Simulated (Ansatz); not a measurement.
LaN:
```
LaN
1.0
    0.00000     2.80235     2.80235
    2.80235     0.00000     2.80235
    2.80235     2.80235     0.00000
N La
1 1
Direct
  0.25000   0.25000   0.25000
  0.00000   0.00000   0.00000
```

Relaxed with r²SCAN.

Map the electron localisation function on the plane through (0.250, 0.250, 0.250) spanned by u = [1, 0, 0] and v = [-1, 1, 1] in lattice vectors, from DFT-r²SCAN in the program Ansatz with PAW potentials.

x is the fraction of u, y of v (the angle between them is 90°; rows are the nearest grid lines); atoms in the plane: N at (0.00, 0.00), La at (0.50, 0.75).
```
y \ x   0.000  0.100  0.200  0.250  0.350  0.450  0.550  0.650  0.750  0.800  0.900   1.00
------  -----  -----  -----  -----  -----  -----  -----  -----  -----  -----  -----  -----
1.00    0.035  0.641  0.800  0.636  0.136  0.125  0.125  0.136  0.636  0.800  0.641  0.035
0.929   0.649  0.799  0.613  0.306  0.362  0.740  0.740  0.365  0.309  0.612  0.799  0.649
0.857   0.815  0.703  0.245  0.314  0.752  0.753  0.753  0.752  0.314  0.245  0.703  0.815
0.786   0.552  0.247  0.316  0.666  0.706  0.074  0.076  0.707  0.665  0.316  0.247  0.552
0.679   0.063  0.066  0.575  0.834  0.884  0.497  0.501  0.884  0.834  0.576  0.066  0.063
0.607   0.022  0.036  0.331  0.632  0.862  0.851  0.851  0.862  0.633  0.331  0.036  0.022
0.536   0.017  0.020  0.054  0.116  0.332  0.468  0.468  0.331  0.116  0.054  0.020  0.017
0.464   0.017  0.017  0.023  0.027  0.038  0.046  0.046  0.038  0.027  0.023  0.017  0.017
0.393   0.022  0.022  0.024  0.028  0.038  0.041  0.041  0.038  0.028  0.024  0.022  0.022
0.321   0.063  0.057  0.045  0.041  0.043  0.050  0.050  0.043  0.041  0.045  0.057  0.063
0.214   0.552  0.516  0.405  0.319  0.129  0.056  0.057  0.129  0.319  0.405  0.516  0.552
0.143   0.815  0.791  0.701  0.622  0.319  0.065  0.065  0.319  0.622  0.700  0.791  0.815
0.0714  0.649  0.805  0.801  0.718  0.302  0.047  0.047  0.302  0.718  0.801  0.804  0.649
0.000   0.035  0.641  0.800  0.636  0.136  0.125  0.125  0.136  0.636  0.800  0.641  0.035
```

The density is the valence pseudo-density with augmentation charge, so density and ELF within about 1 Å of a nucleus are not all-electron values.

Space group F-43m (zinc blende). The start of the workflow was typed in or built on a structure type; neither database checked (COD, Materials Project) lists it. COD files the formula under space group No. 225, so this cell is another polymorph or a model. Whether it is the stable phase at ambient conditions was not checked. The cell was relaxed with r²SCAN under the symmetry of its start; whether a distortion lowers the energy is not shown. Scalar-relativistic: spin–orbit coupling is off unless named, which matters more the heavier the elements.

Potentials: the later of the program's two PAW sets.
